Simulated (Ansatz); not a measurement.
## Elastic constants of Rb3SI at 0.6 GPa (stress–strain coefficients): input and output

Theory: DFT LDA, scalar-relativistic, plane waves, PAW in Ansatz.

Launched with:
```bash
ansatz run input.yaml --threads 1 --pin off --max-ram 1228MiB --backend cpu --events-out ev --progress --plain --runs-dir out
```

Input (bare energies are in eV):
```yaml
crystal:
  lattice:
    - [6.3168, 0.0, 0.0]
    - [0.0, 6.3168, 0.0]
    - [0.0, 0.0, 6.3168]
  atoms:
    - { symbol: S, position: [0.0, 0.0, 0.0] }
    - { symbol: I, position: [0.5, 0.5, 0.5] }
    - { symbol: Rb, position: [0.5, 0.5, 0.0] }
    - { symbol: Rb, position: [0.5, 0.0, 0.5] }
    - { symbol: Rb, position: [0.0, 0.5, 0.5] }
basis:
  ecutwfc: 420
kpoints:
  mp_grid: { grid: [6, 6, 6] }
hamiltonian:
  xc: lda
scf:
  occupations: { method: fixed }
output:
  forces: true
  stress: true
  eigenvalues: true
elastic:
  mode: relaxed_ion
  stencil: two_point
```

From the output:
```
--- Elastic constants: 2 strain directions × 2 members + reference (group order 48) ---
  dense FFT box of the reference and of every strained cell: 45×45×45
  strains applied: 11, 23; error gains: componentwise 1.00 (the most a stress slope's error grows in a printed constant), spectral 1.73 (1 for all six strains in a standard setting)
  C = ∂σ_k/∂η_j (tension-positive GPa; Voigt order 11 22 33 23 13 12):
        45.510     -0.781     -0.781      0.000      0.000      0.000
        -0.781     45.510     -0.781     -0.000      0.000     -0.000
        -0.781     -0.781     45.510     -0.000     -0.000      0.000
         0.000      0.000      0.000     -1.675     -0.000     -0.000
        -0.000     -0.000      0.000     -0.000     -1.675     -0.000
        -0.000      0.000      0.000     -0.000     -0.000     -1.675
  reference stress σ⁰ (GPa):     -0.596     -0.596     -0.596     -0.000     -0.000     -0.000
  C* (energy form; C + prestress term) asymmetry max|C*_kj − C*_jk| = 1.554e-15 GPa — a small one proves nothing (zero by symmetry where the batch's group is 432, −43m or m−3m); a large one is finite-difference/SCF noise where every solve ...
  moduli (Voigt/Reuss/Hill, GPa): K = 14.65/14.65/14.65   G = 8.25/-2.93/2.66   E = 7.52   ν = 0.414
  mechanically stable: NO (min eigenvalue of sym C = -1.67 GPa)
  strain η (Voigt 11):  stress-route row diagonal C_11 = 45.51 GPa, energy-path curvature d²(F+E_count+ΔE)/dδ²/Ω₀ = 45.59 GPa
         δ    σ_11 (GPa) F (eV) n_scf n_hpsi n_pw
    -2.000e-3      -0.6883      -17740.7652153       9   23567   4945   relax 0 steps, max|allowed force component| 5.68e-30 eV/Å
     2.000e-3      -0.5062      -17740.7689717       7   18264   4955   relax 0 steps, max|allowed force component| 4.37e-28 eV/Å
  strain η (Voigt 23):  stress-route row diagonal C_44 = -1.67 GPa, energy-path curvature d²(F+E_count+ΔE)/dδ²/Ω₀ = -1.30 GPa
         δ    σ_23 (GPa) F (eV) n_scf n_hpsi n_pw
    -2.000e-3       0.0033      -17740.7672407       8   28880   4950   relax 0 steps, max|allowed force component| 7.89e-31 eV/Å
     2.000e-3      -0.0033      -17740.7672407       6   25184   4950   relax 0 steps, max|allowed force component| 1.01e-29 eV/Å
```

The cell is the ideal cubic antiperovskite prototype; whether it is the stable structure of this composition wasn't checked.

As the tensor has a negative eigenvalue, the Reuss and Hill moduli of a polycrystal, and E and ν formed from them, have no physical meaning here.